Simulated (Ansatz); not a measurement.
Given:

Bi:
Space group Pmma (No. 51); a = 6.3796 Å, b = 3.2222 Å, c = 3.2313 Å, α = 90.00°, β = 90.00°, γ = 90.00°

| atom | site | symmetry | x | y | z |
|---|---|---|---|---|---|
| Bi | 2e | mm2 | 0.2500 | 0.0000 | 0.4225 |

This is the PBEsol-relaxed structure.

All from DFT-PBEsol in the program Ansatz with PAW potentials, unless another level is named. Estimate the density of states at the Fermi level.

0.54 states/eV per atom (mean over ±0.08 eV).

What about the gap with spin–orbit coupling?

none (metallic).

The first step of the workflow began from a Materials Project structure, measured or hypothetical; the Crystallography Open Database copy checked does not list it. It is not the phase usual at ambient conditions (space group No. 166). Symmetry was held in the PBEsol relaxation; of distortions, only those at the zone centre were tested. Axis ratios of metals converge slowly with the k-mesh, so a and c are less sure than the volume. Scalar-relativistic: spin–orbit coupling is off unless named, which matters more the heavier the elements.

Potentials: the later of the program's two PAW sets.
